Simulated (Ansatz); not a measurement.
TiSi$_{2}$:
```xyz
6
Lattice="1.7431 -6.6271 0.0000 1.7431 6.6271 0.0000 0.0000 0.0000 3.5319" Properties=species:S:1:pos:R:3 pbc="T T T"
Si     1.7431    -5.8333     2.6489
Si     1.7431     5.8333     0.8830
Si     1.7431     3.3082     2.6489
Si     1.7431    -3.3082     0.8830
Ti     1.7431    -1.3581     2.6489
Ti     1.7431     1.3581     0.8830
```

Relaxed with the program Ansatz at the LDA level (PAW). Indices refer to the conventional cell of Cmcm, a = 3.486 Å, b = 13.254 Å, c = 3.532 Å, α = 90.00°, β = 90.00°, γ = 90.00°.

### Question
Simulate the powder diffraction pattern (Cu Kα, λ = 1.54184 Å; lines above 1 %) up to 2θ = 90°.

### Answer
Simulated powder pattern, Cu Kα, λ = 1.54184 Å (kinematic, ideal powder, no thermal factors, no anomalous dispersion; the 30 strongest lines at most, above 1 %, up to 2θ = 90°):

```csv
2θ (°),d (Å),I/Imax (%),hkl
13.36,6.627,1.4,(020)
26.44,3.372,2.3,(110)
28.64,3.117,10,(021)
32.72,2.737,9.0,(130)
36.86,2.439,1.6,(111)
40.85,2.209,19,(060)
41.75,2.163,100,(131)
42.86,2.110,6.8,(150)
48.61,1.873,9.3,(061)
51.77,1.766,14,(002)
52.50,1.743,14,(200)
60.89,1.521,1.8,(221)
61.86,1.500,3.0,(081)
62.60,1.484,2.4,(132)
67.96,1.379,7.5,(062)
68.58,1.368,7.3,(260)
69.26,1.357,5.0,(190)
69.40,1.354,2.7,(152)
74.34,1.276,4.8,(261)
75.00,1.266,5.6,(191)
76.84,1.241,8.4,(202)
85.21,1.139,1.3,(1 11 0)
85.38,1.137,2.2,(281)
```

The LDA relaxation kept the symmetry of its start; of distortions, only those at the zone centre were tested. The run is not spin-polarised.

Potentials: the later of the program's two PAW sets.
